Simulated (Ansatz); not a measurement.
LuHg, DFT, LDA, PAW with Ansatz's default frozen-core files, scalar-relativistic (Ansatz 0.2.0), run on 1 thread of Arm Neoverse V1 on a shared host.

The cell comes from COD entry 1523433, which wasn't checked; take it as a given geometry. The listed cell was then made from it by scaling, straining or moving an atom.

Command: `ansatz run input.yaml --threads 1 --pin off --max-ram 3072MiB --backend cpu --events-out ev --progress --plain --runs-dir out`

```yaml
crystal:
  lattice:
    - [3.607, -0.018035, -0.018035]
    - [-0.018035, 3.607, -0.018035]
    - [-0.018035, -0.018035, 3.607]
  atoms:
    - { symbol: Lu, position: [0.5, 0.5, 0.5] }
    - { symbol: Hg, position: [0.0, 0.0, 0.0] }
kpoints:
  mp_grid: { grid: [10, 10, 10] }
scf:
  occupations: { method: fermi_dirac, width: 0.05 }
hamiltonian:
  xc: lda
  pseudopotentials: { kind: paw }
output:
  forces: true
  stress: true
  eigenvalues: true
  efg: { contact_densities: true }
  write_density: true
  write_potential: true
  elf: true
  volumetric_format: npy
```

(1) How large is the problem that the program sets up?

(2) About how long does it take, and how much memory does it use?

(3) And the same cell and mesh by all-electron PAW (datasets made for this crystal), asked for forces, stress, eigenvalues, efg, on the same hardware?

## Answers

(1) 116 irreducible k-points, 919 plane waves at Γ, 27 bands.

(2) 20 s of wall time for 8 SCF iterations, with a peak of 0.47 GiB. Times on shared machines scatter by tens of per cent.

(3) 31 s, peak memory 0.75 GiB.
